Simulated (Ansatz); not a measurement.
Elastic constants of NbRh at 2 GPa (stress–strain coefficients): input and output

Theory: DFT LDA, scalar-relativistic, plane waves, PAW in Ansatz.

Launched with:
```bash
ansatz run input.yaml --threads 1 --pin off --max-ram 3072MiB --backend cpu --events-out ev --progress --plain --runs-dir out
```

Input (bare energies are in eV):
```yaml
crystal:
  lattice:
    - [2.8013064369, 0.0, 0.0]
    - [0.0, 2.8013064369, 0.0]
    - [0.0, 0.0, 3.8029539618]
  atoms:
    - { symbol: Nb, position: [0.0, 0.0, 0.0] }
    - { symbol: Rh, position: [0.5, 0.5, 0.5] }
basis:
  ecutwfc: 420
kpoints:
  mp_grid: { grid: [16, 16, 12] }
hamiltonian:
  xc: lda
scf:
  occupations: { method: fermi_dirac, width: 0.15 }
output:
  forces: true
  stress: true
  eigenvalues: true
elastic:
  mode: relaxed_ion
  amplitude: 0.005
```

From the output:
```
--- Elastic constants: 4 strain directions × 4 members + reference (group order 16) ---
  dense FFT box of the reference and of every strained cell: 20×20×27
  strains applied: 11, 33, 23, 12; error gains: componentwise 1.00 (the most a stress slope's error grows in a printed constant), spectral 1.41 (1 for all six strains in a standard setting)
  C = ∂σ_k/∂η_j (tension-positive GPa; Voigt order 11 22 33 23 13 12):
       422.350    146.231    204.296     -0.000      0.000     -0.000
       146.231    422.350    204.296      0.000      0.000     -0.000
       204.281    204.281    428.275      0.000      0.000     -0.000
        -0.000      0.000     -0.000    126.578      0.000     -0.000
        -0.000      0.000      0.000      0.000    126.578      0.000
         0.000     -0.000     -0.000      0.000      0.000     34.824
  reference stress σ⁰ (GPa):     -1.997     -1.997     -1.997      0.000     -0.000      0.000
  C* (energy form; C + prestress term) asymmetry max|C*_kj − C*_jk| = 1.466e-2 GPa — a small one proves nothing (zero by symmetry where the batch's group is 432, −43m or m−3m); a large one is finite-difference/SCF noise where every solve ...
  moduli (Voigt/Reuss/Hill, GPa): K = 264.73/263.24/263.98   G = 105.47/81.06/93.27   E = 250.32   ν = 0.342
  mechanically stable: yes (min eigenvalue of sym C = 34.82 GPa)
  strain η (Voigt 11):  stress-route row diagonal C_11 = 422.35 GPa, energy-path curvature d²(F+E_count+ΔE)/dδ²/Ω₀ = 422.32 GPa
    cells at ±δ against ±2δ: C11 422.52 and 423.02 GPa, apart by 0.12 % of the column's largest entry
         δ    σ_11 (GPa) F (eV) n_scf n_hpsi n_pw
    -1.000e-2      -6.4282      -10722.1598507       9  218894    604   relax 0 steps, max|allowed force component| 3.11e-28 eV/Å
    -5.000e-3      -4.1600      -10722.1647737       4  159344    604   relax 0 steps, max|allowed force component| 3.66e-28 eV/Å
     5.000e-3       0.0652      -10722.1685222       4  166338    604   relax 0 steps, max|allowed force component| 6.51e-30 eV/Å
     1.000e-2       2.0321      -10722.1675376       7  185378    609   relax 0 steps, max|allowed force component| 6.11e-30 eV/Å
  strain η (Voigt 33):  stress-route row diagonal C_33 = 428.28 GPa, energy-path curvature d²(F+E_count+ΔE)/dδ²/Ω₀ = 428.22 GPa
    cells at ±δ against ±2δ: C23 204.34 and 204.48 GPa, apart by 0.03 % of the column's largest entry
         δ    σ_33 (GPa) F (eV) n_scf n_hpsi n_pw
    -1.000e-2      -6.4077      -10722.1598437       8  112275    604   relax 0 steps, max|allowed force component| 4.44e-30 eV/Å
    -5.000e-3      -4.1703      -10722.1647614       4   92565    604   relax 0 steps, max|allowed force component| 1.18e-30 eV/Å
     5.000e-3       0.1127      -10722.1685026       4   92705    604   relax 0 steps, max|allowed force component| 1.81e-28 eV/Å
     1.000e-2       2.1591      -10722.1674389       7   98661    606   relax 0 steps, max|allowed force component| 3.45e-30 eV/Å
  strain η (Voigt 23):  stress-route row diagonal C_44 = 126.58 GPa, energy-path curvature d²(F+E_count+ΔE)/dδ²/Ω₀ = 127.54 GPa
    cells at ±δ against ±2δ: C44 126.58 and 126.60 GPa, apart by 0.01 % of the column's largest entry
         δ    σ_23 (GPa) F (eV) n_scf n_hpsi n_pw
    -1.000e-2      -1.2660      -10722.1664411       7  305505    604   relax 0 steps, max|allowed force component| 3.25e-29 eV/Å
    -5.000e-3      -0.6329      -10722.1673326       3  232662    604   relax 0 steps, max|allowed force component| 1.04e-28 eV/Å
     5.000e-3       0.6329      -10722.1673326       3  230032    604   relax 0 steps, max|allowed force component| 1.04e-28 eV/Å
     1.000e-2       1.2660      -10722.1664411       6  253592    604   relax 0 steps, max|allowed force component| 1.97e-29 eV/Å
  strain η (Voigt 12):  stress-route row diagonal C_66 = 34.82 GPa, energy-path curvature d²(F+E_count+ΔE)/dδ²/Ω₀ = 35.78 GPa
    cells at ±δ against ±2δ: C66 34.84 and 34.88 GPa, apart by 0.11 % of the column's largest entry
         δ    σ_12 (GPa) F (eV) n_scf n_hpsi n_pw
    -1.000e-2      -0.3488      -10722.1672967       7  176643    604   relax 0 steps, max|allowed force component| 2.60e-29 eV/Å
    -5.000e-3      -0.1742      -10722.1675470       4  138273    604   relax 0 steps, max|allowed force component| 3.72e-28 eV/Å
     5.000e-3       0.1742      -10722.1675470       4  136346    604   relax 0 steps, max|allowed force component| 3.58e-28 eV/Å
     1.000e-2       0.3488      -10722.1672967       6  157374    604   relax 0 steps, max|allowed force component| 1.55e-28 eV/Å
```

It took 3.4 min on 1 thread of Arm Neoverse V2, with other jobs on the host, peak memory 0.74 GiB.

In a metal, frequencies and elastic constants depend on the k mesh and the smearing, soft modes and shear constants most.